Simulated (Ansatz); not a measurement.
## Computed properties of TiBiO$_{3}$

TiBiO₃:
```xyz
5
Lattice="3.8331 0.0000 0.0000 0.0000 3.8331 0.0000 0.0000 0.0000 4.6294" Properties=species:S:1:pos:R:3 pbc="T T T"
Ti     1.9166     1.9166     2.2720
Bi     0.0000     0.0000     0.2817
O      1.9166     1.9166     4.0517
O      1.9166     0.0000     1.5720
O      0.0000     1.9166     1.5720
```
The run is spin-polarised; directions of the spins, atom by atom: ↑ 0 0 0 0.

Space group P4mm (No. 99); conventional cell a = b = 3.8331 Å, c = 4.6294 Å, α = β = γ = 90.00°.

Method: plane-wave PAW r²SCAN (Ansatz code). Geometry: relaxed at this level of theory. Other levels are named where they apply.

Cell and energy:

```
Quantity                                                       Value
-----------------------------------------------------  -------------
Volume per atom                                             13.60 Å³
Density                                                   7.44 g/cm³
Formation energy from the elements (no fitted shifts)  -2.16 eV/atom
```

Electronic structure:

```
Quantity                                                                     Value
------------------------------------  --------------------------------------------
Electronic character                                             metallic (no gap)
Density of states at the Fermi level  0.22 states/eV per atom (mean over ±0.08 eV)
```

Magnetism:

```
Property                  Result
--------------  ----------------
Magnetic order     ferromagnetic
Net moment      0.18 μB per atom
```

Charges:

```
Item                                            Value
-------------  --------------------------------------
Bader charges  Ti +2.03, Bi +1.81, O -1.29 to -1.26 e
```

The start of the workflow was typed in or built on a structure type; neither database checked (COD, Materials Project) lists it. Its standing as an ambient phase is unchecked. The cell was relaxed with r²SCAN under the symmetry of its start; whether a distortion lowers the energy is not shown. The final state is ferromagnetic, the only order run, not a proven ground state. The cell computed holds one magnetic atom, so no antiferromagnetic order was within reach. Other orbital occupations within this spin state were not tried. No Hubbard U is applied. The compound may be a true metal, but semilocal functionals without U, or a wrong spin order, can also close a gap. The references are the lowest solids computed at this level, not always the standard phases (solids in place of the gases). Spin–orbit coupling is left out wherever it is not named.

Potentials: the earlier of the program's two PAW sets.
